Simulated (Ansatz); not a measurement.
The following input was run with Ansatz 0.2.0.

```yaml
crystal:
  lattice:
    - [0.0, 2.8728799622, 2.8728799622]
    - [2.8728799622, 0.0, 2.8728799622]
    - [2.8728799622, 2.8728799622, 0.0]
  atoms:
    - { symbol: "Y", position: [0.5, 0.5, 0.5] }
    - { symbol: Se, position: [0.0, 0.0, 0.0] }
basis:
  ecutwfc: 420
kpoints:
  mp_grid: { grid: [12, 12, 12] }
hamiltonian:
  xc: pbesol
scf:
  occupations: { method: gaussian, width: 0.1 }
output:
  forces: true
  stress: true
  eigenvalues: true
```

Launched with
```bash
ansatz run input.yaml --threads 1 --pin off --max-ram 2560MiB --backend cpu --events-out ev --progress --plain --runs-dir out
```

Computed with DFT PBEsol, scalar-relativistic, plane waves, PAW in Ansatz 0.2.0.

Part of what the program printed, abridged (final results; tables in files aren't shown):

```
SCF 1 converged in 6 iterations: F = -9222.996707 eV  dr2 = 1.01e-9
SCF converged after 6 iterations
Free energy (F): -9222.996707 eV
Harris-Foulkes:  -9222.996707 eV  (|F-HF|=3.75e-10)
Internal energy: -9222.993836 eV  (E = F + TS)
E sigma→0 (E₀):  -9222.995271 eV
Entropy (-TS):   -0.002872 eV (-1.436 meV/atom)
Fermi energy:    12.611676 eV
--- Per-component energies (eV) ---
  E_band       = -438.086830
  E_kinetic    = 426.987297
  E_local      = -2901.145112  (includes V_loc(G=0)·N_el)
  E_nonlocal   = -541.716513
  E_hartree    = 1356.763131
  E_xc         = -277.308538
  E_vxc        = -299.358902  (∫ρ·V_xc dr)
  E_paw        = -4641.154061  (= ΣΔE_a)
  E_vpaw       = 163.620241  (= ΣTr[D̂ρ^β])
  E_aug_tail   = -0.000578  (compensation charges beyond the density's cutoff)
  E_ewald      = -2646.576684
  E_core_change = 1.157223  (= ΣΔE_core)
  E_smearing   = -0.002872  (= −TS)
--- Forces (eV/Å), atoms counted from 1 ---
  atom   1  Y      0.00000000     0.00000000     0.00000000
  atom   2  Se     0.00000000     0.00000000     0.00000000
--- Stress (GPa, compression-positive) ---
       -2.421457       0.000000       0.000000
        0.000000      -2.421457       0.000000
        0.000000       0.000000      -2.421457
  P = ⅓ Tr σ = -2.4215 GPa (-24.215 kbar)
--- Band table (eV; the first three rows and the last of 72) ---
  k-point 0: bands = ["-36.4445", "-36.4445", "-36.4331", "-36.4331", "-36.4331", "-30.9431", "-10.9355", "-10.9355", "-10.9355", "-2.5330", "9.6059", "9.6059", "9.6059", "12.3918", "12.3918", "12.3918", "13.1670", "13.1670"]
  k-point 1: bands = ["-36.4445", "-36.4445", "-36.4331", "-36.4331", "-36.4331", "-30.9420", "-10.9555", "-10.9366", "-10.9366", "-2.4696", "9.1307", "9.3898", "9.3898", "12.4760", "12.5233", "12.5233", "13.4881", "13.4881"]
  k-point 2: bands = ["-36.4445", "-36.4445", "-36.4331", "-36.4330", "-36.4330", "-30.9391", "-11.0092", "-10.9398", "-10.9398", "-2.2928", "8.1942", "8.9283", "8.9283", "12.5840", "12.8559", "12.8559", "14.3122", "14.3122"]
  k-point 71: bands = ["-36.4450", "-36.4445", "-36.4330", "-36.4330", "-36.4328", "-30.9212", "-11.0757", "-11.0757", "-11.0332", "-1.7382", "7.4662", "7.5574", "7.5574", "13.4217", "13.4217", "14.8612", "15.4692", "15.7728"]
```

The calculation finished and met its thresholds.

The run took 3 s on 1 thread of Arm Neoverse V1 (shared host), peak memory 0.34 GiB.

Spin polarisation was left out, and a magnetic state may lie lower.